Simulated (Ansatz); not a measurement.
**Relaxing an invented Si structure**

Computed with DFT PBE, scalar-relativistic, plane waves, PAW (Ansatz 0.2.0). Cutoff 420 eV, Gaussian smearing, Γ-centred meshes. In-plane cell and atoms relax first on a coarse mesh and then on a finer one. In metals the finer mesh still leaves noise of several meV/atom or more. The steps can't lower the symmetry of their start. No spin polarisation.

The cell of Si is invented: random sheet by layer group and Wyckoff sites. Lengths were set from tabulated atomic sizes, so they are only a guess.

The sheet is periodic along a and b; c holds vacuum.

```yaml
crystal:
  periodic: [true, true, false]
  lattice:
    - [2.62335, 0.00000, 0.00000]
    - [0.00000, 2.62335, 0.00000]
    - [0.00000, 0.00000, 19.00000]
  atoms:
    - { symbol: Si, position: [0.50000, 0.50000, 0.60833] }
    - { symbol: Si, position: [0.50000, 0.50000, 0.48328] }
    - { symbol: Si, position: [0.50000, 0.50000, 0.39167] }
```

Energies count from the standard state of Si at the same level.

Question: Which structure results?

Answer: The symmetry goes from p4mm (No. 55) to p4/mmm (No. 61). The area per atom shrinks by 9.2 %, from 2.3 to 2.1 Å². The shortest distance goes from 1.74 Å (Si–Si) to 2.50 Å (Si–Si). The energy falls by about 1.4 eV/atom (the start's value is from the coarse mesh). The program sets the height of the box itself, so the height of the cell differs between start and end. In-plane cell: a = 2.500 Å, b = 2.500 Å, γ = 90.0°, thickness 5.01 Å between the outermost nuclei. Si at height 5.01 Å has 5 Si at 2.50–2.51 Å; Si at height 2.51 Å has 6 Si at 2.50–2.51 Å.

```xyz
3
Lattice="2.5003 0.0000 0.0000 0.0000 2.5003 0.0000 0.0000 0.0000 33.7579" Properties=species:S:1:pos:R:3 pbc="T T F"
Si    1.2502    1.2502   11.8993
Si    1.2502    1.2502    9.3941
Si    1.2502    1.2502    6.8889
```

Question: Give its energy and gap.

Answer:

* Energy over the standard state: +0.51 eV/atom
* Gap on the 18×18×1 mesh of the 3-atom cell: 0 eV (a metal)

So it is a metastable form at best.

The last run used Gaussian smearing of 0.10 eV. A structure relaxed within its symmetry needn't be a true minimum.
